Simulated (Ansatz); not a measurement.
# Sr$_{2}$SeS (R-3m), two-dimensional strain map

These are results of DFT PBEsol, scalar-relativistic, plane waves, PAW (Ansatz), not measurements. Settings: plane waves to 420 eV, k-mesh 9×9×9 (Γ-centred), Gaussian smearing 0.05 eV. No spin polarisation. Energies are free energies at this smearing, counted from the undisturbed cell; pressure is positive in compression.

The starting cell (as given, not relaxed at this level; it stands at -1.8 GPa, and it needn't be the usual structure):

```
CELL_PARAMETERS angstrom
2.17815 1.25756 7.12217
-2.17815 1.25756 7.12217
0.00000 -2.51511 7.12217
ATOMIC_POSITIONS crystal
Sr 0.24718 0.24718 0.24718
Sr 0.75282 0.75282 0.75282
Se 0.00000 0.00000 0.00000
S 0.50000 0.50000 0.50000
```

The cell is strained by p along both x and y and by q along z, fractional coordinates fixed. Points are written (p, q).

Energy above the undisturbed cell in meV/atom (a dash: not computed):

```csv
p \ q,-0.080,-0.040,0.000,0.040,0.080
-0.080,218.3,135.8,88.0,72.1,85.6
-0.040,71.9,–,5.8,–,44.0
0.000,18.2,-2.2,0.0,23.5,66.8
0.040,35.7,–,52.9,–,–
0.080,106.8,–,150.4,–,250.2
```

Pressure in GPa:

| p \ q | -0.080 | -0.040 | 0.000 | 0.040 | 0.080 |
| --- | --- | --- | --- | --- | --- |
| -0.080 | 16.3 | 11.8 | 8.0 | 4.8 | 2.2 |
| -0.040 | 8.0 | – | 2.2 | – | -1.8 |
| 0.000 | 2.2 | 0.0 | -1.8 | -3.3 | -4.5 |
| 0.040 | -1.8 | – | -4.5 | – | – |
| 0.080 | -4.6 | – | -6.3 | – | -7.4 |

Gap on the k-mesh in eV:

| p \ q | -0.080 | -0.040 | 0.000 | 0.040 | 0.080 |
| --- | --- | --- | --- | --- | --- |
| -0.080 | 1.51 | 1.57 | 1.60 | 1.58 | 1.52 |
| -0.040 | 1.76 | – | 1.95 | – | 1.89 |
| 0.000 | 1.88 | 2.10 | 2.22 | 2.22 | 2.18 |
| 0.040 | 1.96 | – | 2.34 | – | – |
| 0.080 | 2.01 | – | 2.16 | – | 2.03 |